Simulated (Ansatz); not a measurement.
The calculation used DFT PBE, scalar-relativistic, plane waves, PAW in Ansatz. All cells share a 420 eV cutoff and Γ-centred k meshes spaced at most about 0.3 Å⁻¹ (about 0.25 or finer for metals, 2π included). Collinear spin in cells that started with moments and kept them past the coarse steps, no spin elsewhere.

Temperature and zero-point effects are left out. All come from trial cells, and lower structures may exist.

Question: These unrelaxed guesses for VSbS4 are each relaxed within their symmetry. Order them by the energy at which they end, lowest first.
A.

```cif
data_structure
_symmetry_space_group_name_H-M 'F-43m'
_symmetry_Int_Tables_number 216
_cell_length_a 7.9230
_cell_length_b 7.9230
_cell_length_c 7.9230
_cell_angle_alpha 90.000
_cell_angle_beta 90.000
_cell_angle_gamma 90.000
_cell_volume 497.35
loop_
_atom_site_label
_atom_site_type_symbol
_atom_site_symmetry_multiplicity
_atom_site_Wyckoff_symbol
_atom_site_fract_x
_atom_site_fract_y
_atom_site_fract_z
_atom_site_occupancy
V1 V 4 c 0.25000 0.25000 0.25000 1
Sb1 Sb 4 a 0.00000 0.00000 0.00000 1
S1 S 16 e 0.62520 0.12520 0.12520 1
```

B.

```cif
data_structure
_symmetry_space_group_name_H-M 'I4/mmm'
_symmetry_Int_Tables_number 139
_cell_length_a 7.1793
_cell_length_b 7.1793
_cell_length_c 6.2433
_cell_angle_alpha 90.000
_cell_angle_beta 90.000
_cell_angle_gamma 90.000
_cell_volume 321.79
loop_
_atom_site_label
_atom_site_type_symbol
_atom_site_symmetry_multiplicity
_atom_site_Wyckoff_symbol
_atom_site_fract_x
_atom_site_fract_y
_atom_site_fract_z
_atom_site_occupancy
V1 V 2 a 0.00000 0.00000 0.00000 1
Sb1 Sb 2 b 0.00000 0.00000 0.50000 1
S1 S 8 h 0.17472 0.17472 0.50000 1
```

C.

```cif
data_structure
_symmetry_space_group_name_H-M 'P4/mmm'
_symmetry_Int_Tables_number 123
_cell_length_a 4.0518
_cell_length_b 4.0518
_cell_length_c 6.8241
_cell_angle_alpha 90.000
_cell_angle_beta 90.000
_cell_angle_gamma 90.000
_cell_volume 112.03
loop_
_atom_site_label
_atom_site_type_symbol
_atom_site_symmetry_multiplicity
_atom_site_Wyckoff_symbol
_atom_site_fract_x
_atom_site_fract_y
_atom_site_fract_z
_atom_site_occupancy
V1 V 1 a 0.00000 0.00000 0.00000 1
Sb1 Sb 1 d 0.50000 0.50000 0.50000 1
S1 S 2 g 0.00000 0.00000 0.60384 1
S2 S 2 h 0.50000 0.50000 0.10520 1
```

Answer: C (ends in P4/mmm, 0 meV/atom), B (ends in I4/mmm, 13 meV/atom), A (ends in F-43m, 0.87 eV/atom). Even the lowest end lies +0.05 eV/atom against the elements.

For metals, differences of a few meV/atom aren't resolved. No dispersion correction is applied, so the spacing and binding between layers, chains or molecules are poorly described (P4/mmm), and this can change margins and order among such cells. These runs have no spin–orbit coupling, which can matter for Sb. No Hubbard U is applied to the 3d shell of V. Another magnetic order may lie lower. Trial moments died out on the coarse mesh in I4/mmm; another magnetic start might hold. Cells relaxed within their symmetry can be saddle points. Some types were kept out of the candidates beforehand, so the set may lack a known form.
